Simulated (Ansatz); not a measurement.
Calculated quadrupolar parameters for SiO2

The cell is a structure deposited in the COD (the cell was measured well above room temperature), taken as it stands.

Space group P4_12_12 (No. 92); a = 4.9890, c = 6.9910 Å.

| site | Wyckoff | site symmetry | x | y | z |
| --- | --- | --- | --- | --- | --- |
| Si | 4a | ..2 | 0.2977 | 0.2977 | 0.0000 |
| O | 8b | 1 | 0.2410 | 0.0999 | 0.1760 |

One atom of each set is listed.

Level of theory: DFT, PBE, plane waves and PAW (field gradients read without the response of the frozen cores, which leaves them typically 4 to 6 % off), scalar-relativistic, 420 eV cutoff, Γ-centred 4×4×3 k-points, Fermi–Dirac smearing 0.02 eV (Ansatz 0.2.0).

V_zz is the principal component of the electric field gradient with the largest magnitude, η = (V_xx − V_yy)/V_zz and C_Q = eQV_zz/h.

17O: I = 5/2, Q = -25.58 mb. Nuclear quadrupole moments: year-2017 set (Pyykkö).

Task: Give the quadrupolar parameters of the distinct sites.

Result: 

```json
{"site": "Si", "atoms": "4", "first shell": "4 O at 1.60–1.61 Å", "V_xx, V_yy, V_zz (10²¹ V/m²)": "0.079, 0.21, -0.28", "η": "0.45", "C_Q (MHz)": "–"}
{"site": "O", "atoms": "8", "first shell": "2 Si at 1.60–1.61 Å, angle 148°", "V_xx, V_yy, V_zz (10²¹ V/m²)": "-4.18, -5.34, 9.51", "η": "0.12", "C_Q (MHz)": "-5.88"}
```

At O V_zz runs parallel to the line that joins its two neighbours (within 1°).

Si has no stable isotope with a ground-state quadrupole moment in the table, so no C_Q is given.

The calculated pressure of 7 GPa (PBE) comes largely from the unrelaxed atoms: it is 0.9 GPa once they are relaxed in the same cell. The largest force is 0.5 eV/Å, so the atoms aren't at the calculated equilibrium and relaxing them would move these values.
